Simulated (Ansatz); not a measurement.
## Trial structures of Si2N: starts and ends

Theory: DFT PBE, scalar-relativistic, plane waves, PAW in Ansatz 0.2.0. Settings: cutoff 420 eV, Γ-centred meshes spaced at most about 0.3 Å⁻¹, and about 0.25 Å⁻¹ or finer for metals (2π included), Gaussian smearing. No spin polarisation in the final relaxations.

Each guess was relaxed in cell and atoms at zero pressure, within the symmetry of its start. These are static total energies at zero pressure. Coordination counts N atoms around Si (those within 1.25 times the shortest such distance or 1.15 times the sum of covalent radii; the shortest distance is added where it is long for a bond).

| guess | made from | start group | V start (Å³/atom) | end group | V end (Å³/atom) | coordination at the end | gap on mesh (eV) | E over the lowest end (meV/atom) |
| --- | --- | --- | --- | --- | --- | --- | --- | --- |
| 1 | NiF2 type | Pnnm | 13.5 | ? | ? | ? | ? | ? |
| 2 | CsO2 type | Cmmm | 12.1 | Cmmm | 13.9 | Si 2 | 0 | 0 |
| 3 | NiS2 type | R-3m | 13.8 | R-3m | 11.7 | Si 3 | 0 | 360 |
| 4 | 3-, 4-connected net, elements by coordination | P4/m | 12.3 | P4/mmm | 21.1 | Si 1 | 0 | 269 |
| 5 | TaS2 type | P-3m1 | 13.0 | P-3m1 (anti-cadmium iodide) | 11.9 | Si 3 | 0 | 368 |
| 6 | Ti2Rh type | I4/mmm | 14.7 | I4/mmm | 10.9 | Si 4 from 2.3 Å | 0 | 854 |

Guess 1 as it starts:

```cif
data_structure
_symmetry_space_group_name_H-M 'Pnnm'
_symmetry_Int_Tables_number 58
_cell_length_a 4.9054
_cell_length_b 5.0032
_cell_length_c 3.2948
_cell_angle_alpha 90.000
_cell_angle_beta 90.000
_cell_angle_gamma 90.000
_cell_volume 80.86
loop_
_atom_site_label
_atom_site_type_symbol
_atom_site_symmetry_multiplicity
_atom_site_Wyckoff_symbol
_atom_site_fract_x
_atom_site_fract_y
_atom_site_fract_z
_atom_site_occupancy
Si1 Si 4 g 0.28789 0.31917 0.00000 1
N1 N 2 a 0.00000 0.00000 0.00000 1
```

Q: Fill in the missing row: what does this guess relax into, and where does it rank?

A: It ends in space group Immm (No. 71), with a = 2.632 Å, b = 3.579 Å, c = 7.991 Å, 12.5 Å³/atom and no gap; its coordination is Si 2. It lies 45 meV/atom over the lowest end, above guess 2 and below guess 4. Counting N atoms around Si, this end and the lowest (guess 2) both have Si 2. The lowest (guess 2) holds Si–Si chains (shortest 2.39 Å); in this end the shortest Si–Si distance is 2.57 Å, near bonding range too.

```xyz
3
Lattice="-1.3159 1.7893 3.9953 1.3159 -1.7893 3.9953 1.3159 1.7893 -3.9953" Properties=species:S:1:pos:R:3 pbc="T T T"
Si    0.0000    1.7893    2.6480
Si    1.3159    0.0000    1.3474
N     0.0000    0.0000    0.0000
```

Energies over the elements count from the elements' standard structures at the same level (N₂ as a molecule), with no fitted energy shifts.

Q: Is the lowest end bound against the elements?

A: No: its formation energy is +0.10 eV/atom. The separate elements lie lower, so it is unstable against them.

For metals, differences of a few meV/atom aren't resolved. Weakly bound directions are ill-defined at this level, which has no dispersion term (P-3m1), and this can change margins and order among such cells. In Cmmm, Immm, R-3m, P-3m1, I4/mmm an odd number of electrons in the primitive cell allows no gap without spin; a larger cell or a magnetic state could open one. Cells relaxed within their symmetry can be saddle points. A lower structure may well exist outside this small set. Some structure types and database cells were kept out of the candidates from the start, so a known form may be missing.
